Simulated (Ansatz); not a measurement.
MoS2 in space group R3m (No. 160; Mo on 3a, S on 3a, S on 3a) under volume change, r²SCAN+D4 in the plane-wave PAW code Ansatz, shape and atoms relaxed at each volume.

| V (Å³/atom) | E − E(relaxed) (meV/atom) | P (GPa) |
|---|---|---|
| 16.493 | 24.4 | 5.74 |
| 17.037 | 9.5 | 3.18 |
| 17.580 | 2.1 | 1.30 |
| 18.124 | 0.0 | 0.00 |
| 18.668 | 1.5 | -0.87 |
| 19.212 | 5.3 | -1.37 |
| 19.755 | 10.1 | -1.51 |

Question: What does a third-order Birch–Murnaghan fit give for V₀, B₀ and B′?

Answer: V₀ = 18.12 Å³/atom, B₀ = 34.9 GPa, B′ = 13.3.

Symmetry was held in the r²SCAN+D4 relaxation. The run is not spin-polarised.

Potentials: the later of the program's two PAW sets.
